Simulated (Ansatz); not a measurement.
## From the elastic tensor of VRu at 10 GPa (stress–strain coefficients) to moduli and sound speeds

Level of theory: Ansatz, DFT LDA, scalar-relativistic, plane waves, PAW. Plane waves to 420 eV; Γ-centred k mesh 14×14×14; Fermi-Dirac smearing of 0.15 eV. No spin polarisation.

Symmetry: Pm-3m, No. 221, cubic system. The conventional cell has a = 2.920 Å, b = 2.920 Å, c = 2.920 Å, α = 90.00°, β = 90.00°, γ = 90.00°. V (site symmetry m-3m) is surrounded by 8 Ru at 2.53 Å. Around Ru (site symmetry m-3m) lie 8 V at 2.53 Å.

In a metal, frequencies and elastic constants depend on the k mesh and the smearing, soft modes and shear constants most. Other phases may be more stable at this pressure.

Relaxed-ion constants (GPa, on the Cartesian axes of the calculation):
C11 = 418.9, C12 = 285.8, C13 = 285.8, C22 = 418.9, C23 = 285.8, C33 = 418.9, C44 = 122.0, C55 = 122.0, C66 = 122.0 GPa; the others vanish.

Density 10.142 g/cm³; 2 atoms in 24.89 Å³.

The values that follow are for a polycrystal of randomly turned grains, by Hill's mean where one number stands.

With S = C⁻¹: B_V = (C11+C22+C33+2(C12+C13+C23))/9, G_V = (C11+C22+C33−C12−C13−C23+3(C44+C55+C66))/15, 1/B_R = S11+S22+S33+2(S12+S13+S23), 15/G_R = 4(S11+S22+S33−S12−S13−S23)+3(S44+S55+S66); Hill is their mean. Then v_l = √((B+4G/3)/ρ), v_t = √(G/ρ), v_m = [(2/v_t³+1/v_l³)/3]^(−1/3) and Θ = (ħ/k_B)·v_m·(6π²n/V)^(1/3) for n atoms in the volume V; E = 9BG/(3B+G), ν = (3B−2G)/(2(3B+G)) and A^U = 5G_V/G_R + B_V/B_R − 6.

| Item | Value |
| --- | --- |
| Bulk modulus, Voigt / Reuss / Hill | 330.2 / 330.2 / 330.2 GPa |
| Shear modulus, Voigt / Reuss / Hill | 99.8 / 91.5 / 95.6 GPa |
| Young's modulus | 262 GPa |
| Poisson ratio | 0.368 |
| Pugh ratio B/G | 3.45 |
| Universal anisotropy index | 0.46 |
| Longitudinal and transverse sound speeds | 6718 and 3071 m/s |
| Debye temperature from the mean sound speed | 445 K |

Cost: 1 run of about 1.3 core-minutes, on Arm Neoverse V1 (shared hosts).